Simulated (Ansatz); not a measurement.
According to PBEsol in the plane-wave PAW code Ansatz, InSn2Sb in the trigonal phase (R3m; In on 3a, Sb on 3a, Sn on 3a, Sn on 3a) relaxes to a = 4.662 Å, c = 22.472 Å. In has 4 nearest neighbours from 2.76 Å (tetrahedral); Sb has 4 nearest neighbours from 2.89 Å (tetrahedral); Sn on 3a has 4 nearest neighbours from 2.83 Å (tetrahedral); Sn on 3a has 4 nearest neighbours from 2.76 Å (tetrahedral). Its formation energy from the elements is 0.087 eV/atom, with no fitted shifts.

Electronic character: metallic (no gap).

An equation-of-state fit gives a bulk modulus of 38.5 GPa.

The start of the workflow was typed in or built on a structure type; neither database checked (COD, Materials Project) lists it. Its standing as an ambient phase is unchecked. Symmetry was held in the PBEsol relaxation; whether a distortion lowers the energy is not shown. The volume moved by 31 % from the start of the relaxation. The references are the lowest solids computed at this level, not always the standard phases. Scalar-relativistic: spin–orbit coupling is off unless named, which matters more the heavier the elements.

Potentials: the earlier of the program's two PAW sets. The files were generated under PBE; for other functionals the program regenerates the frozen cores, and for LDA and PBEsol the local potential too.
